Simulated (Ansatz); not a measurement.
Te₃Pd₁₃:
```yaml
crystal:
  lattice:
    - [0.00000, 6.39311, 6.39311]
    - [6.39311, 0.00000, 6.39311]
    - [6.39311, 6.39311, 0.00000]
  atoms:
    - { symbol: Te, position: [0.50000, 0.50000, 0.50000] }
    - { symbol: Te, position: [0.75000, 0.75000, 0.75000] }
    - { symbol: Te, position: [0.62500, 0.12500, 0.12500] }
    - { symbol: Te, position: [0.12500, 0.12500, 0.62500] }
    - { symbol: Te, position: [0.12500, 0.62500, 0.12500] }
    - { symbol: Te, position: [0.12500, 0.12500, 0.12500] }
    - { symbol: Pd, position: [0.38561, 0.38561, 0.38561] }
    - { symbol: Pd, position: [0.40684, 0.86439, 0.86439] }
    - { symbol: Pd, position: [0.38561, 0.38561, 0.84316] }
    - { symbol: Pd, position: [0.86439, 0.40684, 0.86439] }
    - { symbol: Pd, position: [0.84316, 0.38561, 0.38561] }
    - { symbol: Pd, position: [0.86439, 0.86439, 0.86439] }
    - { symbol: Pd, position: [0.38561, 0.84316, 0.38561] }
    - { symbol: Pd, position: [0.86439, 0.86439, 0.40684] }
    - { symbol: Pd, position: [0.00000, 0.00000, 0.00000] }
    - { symbol: Pd, position: [0.25000, 0.25000, 0.25000] }
    - { symbol: Pd, position: [0.76319, 0.76319, 0.23681] }
    - { symbol: Pd, position: [0.01319, 0.01319, 0.48681] }
    - { symbol: Pd, position: [0.23681, 0.23681, 0.76319] }
    - { symbol: Pd, position: [0.48681, 0.48681, 0.01319] }
    - { symbol: Pd, position: [0.23681, 0.76319, 0.76319] }
    - { symbol: Pd, position: [0.48681, 0.01319, 0.01319] }
    - { symbol: Pd, position: [0.76319, 0.23681, 0.23681] }
    - { symbol: Pd, position: [0.01319, 0.48681, 0.48681] }
    - { symbol: Pd, position: [0.76319, 0.23681, 0.76319] }
    - { symbol: Pd, position: [0.01319, 0.48681, 0.01319] }
    - { symbol: Pd, position: [0.23681, 0.76319, 0.23681] }
    - { symbol: Pd, position: [0.48681, 0.01319, 0.48681] }
    - { symbol: Pd, position: [0.62500, 0.62500, 0.62500] }
    - { symbol: Pd, position: [0.12500, 0.62500, 0.62500] }
    - { symbol: Pd, position: [0.62500, 0.62500, 0.12500] }
    - { symbol: Pd, position: [0.62500, 0.12500, 0.62500] }
```

Relaxed with r²SCAN. Special points in fractions of this cell's reciprocal vectors: Γ (0.000, 0.000, 0.000); X (0.500, 0.000, 0.500); U (0.625, 0.250, 0.625); K (0.375, 0.375, 0.750); L (0.500, 0.500, 0.500); W (0.500, 0.250, 0.750).

Task: List the band energies nearest the Fermi level at these points for r²SCAN in the plane-wave PAW code Ansatz.

Result: In eV from the Fermi level; about four levels below and three above (degenerate sets whole), none deeper than 8.9 eV; points with the same levels are listed once.

```csv
k,below,above
Γ,-0.40 -0.40 -0.40 -0.09,1.58 1.58 1.58
X,-0.33 -0.33 -0.33 -0.33,0.21 0.21 0.26 0.26
U,-0.40 -0.20 -0.11 -0.09,0.05 0.10 0.24
L,-0.57 -0.57 -0.31 -0.31,0.15 0.15 0.23 0.23
W,-0.44 -0.44 -0.29 -0.29,0.04 0.04 0.17 0.17
```

Space group Fd-3m. The workflow started from a Materials Project entry (that database holds measured and hypothetical structures alike); the Crystallography Open Database files this formula in space group No. 227, but the cells were not matched. Its standing as an ambient phase is unchecked. The r²SCAN relaxation kept the symmetry of its start; its stability against distortions is not shown here. The run is not spin-polarised. Spin–orbit coupling is left out wherever it is not named.

Potentials: the later of the program's two PAW sets.
